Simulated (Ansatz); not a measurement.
Here is the system:

Sn:
```
CELL_PARAMETERS angstrom
      3.20790     0.00000     0.00000
     -1.60395     2.77812     0.00000
      0.00000     0.00000     3.01579
ATOMIC_POSITIONS crystal
  Sn 0.00000 0.00000 0.00000
```

This is the PBEsol-relaxed structure. Tensor components refer to the Cartesian frame of this cell.

Problem. All from DFT-PBEsol in the program Ansatz with PAW potentials, unless another level is named. Give the Debye temperature from the elastic constants.

Solution. 204 K.

Problem. Predict the elastic constants (relaxed ions, GPa).

Solution. C11 = 95.5, C12 = 64.4, C13 = 8.1, C33 = 146, C44 = 20.6.

Space group P6/mmm (simple hexagonal). The start of the workflow was typed in or built on a structure type; neither database checked (COD, Materials Project) lists it. It is not the phase usual at ambient conditions (space group No. 141). The cell was relaxed with PBEsol under the symmetry of its start; its stability against distortions is not shown here. As this level gives no gap, shear constants depend on the k-mesh and smearing (Fermi–Dirac, 0.1 eV here). Scalar-relativistic: spin–orbit coupling is off unless named, which matters more the heavier the elements.

Potentials: the later of the program's two PAW sets.
